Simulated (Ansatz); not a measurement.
Ga (I-43d): electronic heat capacity and spin susceptibility from the density of states

The calculation used DFT PBEsol, scalar-relativistic, plane waves, PAW in Ansatz 0.2.0.

Cutoff 420 eV; k points 8×8×8 on the computed 6-atom cell (Γ-centred); Gaussian smearing, width 0.10 eV; no spin polarisation.

Relaxed cell: I-43d, a = 5.968 Å, b = 5.968 Å, c = 5.968 Å, α = 90.00°, β = 90.00°, γ = 90.00°, 6 atoms in the primitive cell. This form isn't the element's structure at ambient conditions.

The density of states at the Fermi level is 2.263 states/eV in the cell of 6 atoms (6 formula units; both spins, tetrahedra on a 12×12×12 mesh). Averaged over bins of 0.1 eV the density runs from 2.1 to 2.9 states/eV within 0.2 eV of the Fermi level, so the figure hangs on the exact place of that level.

**Question.** What Sommerfeld coefficient and Pauli susceptibility does this give?

**Answer.** Per formula unit N(E_F) = 0.377 states/eV. γ = (π²/3) k_B² N(E_F) N_A = 2.357 mJ/(mol K²) per state/eV, so γ = 0.9 mJ/(mol K²), a mole of formula units. χ_P = μ_B² N(E_F) N_A = 3.23×10⁻⁵ emu/mol per state/eV gives 1.2×10⁻⁵ emu/mol. This is the bare band result: a measured γ of the same phase is as a rule larger by a factor 1 + λ from phonons and spin fluctuations, the spin part of χ is larger by the Stoner factor, and a measured χ also holds orbital and core terms. N(E_F) at one energy is sensitive to the mesh where the density of states has sharp peaks.

Cost: 1 run of about 2 core-minutes, on Arm Neoverse V1 (shared hosts).